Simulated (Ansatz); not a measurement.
# Relaxing Rb

Computed with DFT PBEsol, scalar-relativistic, plane waves, PAW in Ansatz. Cutoff 420 eV, Γ-centred k mesh, Gaussian smearing, no spin polarisation in the final step.

Rb was placed on the beta-tungsten (A15) structure type (Pm-3n, No. 223), at a guessed volume.

```
Rb
1.0
     9.01175    0.00000    0.00000
     0.00000    9.01175    0.00000
     0.00000    0.00000    9.01175
Rb
8
Direct
  0.50000 0.50000 0.50000
  0.00000 0.00000 0.00000
  0.25000 0.00000 0.50000
  0.50000 0.25000 0.00000
  0.50000 0.75000 0.00000
  0.75000 0.00000 0.50000
  0.00000 0.50000 0.75000
  0.00000 0.50000 0.25000
```

Cell and atoms relax at zero pressure; the relaxation can't lower the symmetry of the start.

**Question.** Which crystal results?

**Answer.** It keeps Pm-3n (No. 223). The result has the beta-tungsten (A15) structure. Conventional cell: a = 8.856 Å. Around Rb on Wyckoff site a (2 atoms of the primitive cell) lie 12 Rb at 4.95 Å; around Rb on Wyckoff site c (6 atoms of the primitive cell) lie 2 Rb at 4.43 Å, 4 Rb at 4.95 Å and 8 Rb at 5.42 Å.

Space group Pm-3n (No. 223). a = 8.856 Å, b = 8.856 Å, c = 8.856 Å, α = 90.00°, β = 90.00°, γ = 90.00°
```csv
atom,site,symmetry,x,y,z
Rb,2a,m-3.,0.5000,0.5000,0.5000
Rb,6c,-4m.2,0.2500,0.0000,0.5000
```

**Question.** What are its volume, density and gap?

**Answer.** The volume per atom is 86.82 Å³, the density is 1.63 g/cm³ and the gap on the 4×4×4 mesh is 0 eV (a metal).

The final run used a 4×4×4 mesh on its 8-atom cell and 0.10 eV smearing. Symmetry constrained the relaxation, so the result can be a saddle point. The steps took roughly 30 core-seconds in all.

This form isn't the element's structure at ambient conditions.